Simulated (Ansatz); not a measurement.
NbAg:
```
NbAg
1.0
    4.74343     0.00000     0.00000
    0.00000     2.76230     0.00000
    0.00000     0.00000     5.30359
Ag Nb
2 2
Direct
  0.25000   0.00000   0.85450
  0.75000   0.00000   0.14550
  0.25000   0.50000   0.35275
  0.75000   0.50000   0.64725
```

Relaxed with r²SCAN.

Problem. Give the Bader charges and basin volumes of the independent atoms, DFT-r²SCAN in the program Ansatz with PAW potentials.

Solution. 

```
atom  Bader charge (e)  Bader volume (Å³)
----  ----------------  -----------------
Ag1              -0.61               18.2
Nb3              +0.61               16.5
```

Space group Pmma. The start of the workflow was typed in or built on a structure type; neither database checked (COD, Materials Project) lists it. Whether it is the stable phase at ambient conditions was not checked. The cell was relaxed with r²SCAN under the symmetry of its start; whether a distortion lowers the energy is not shown. No spin polarisation was allowed. Its formation energy is positive at this level, so the cell may be metastable or incomplete.

Potentials: the later of the program's two PAW sets.
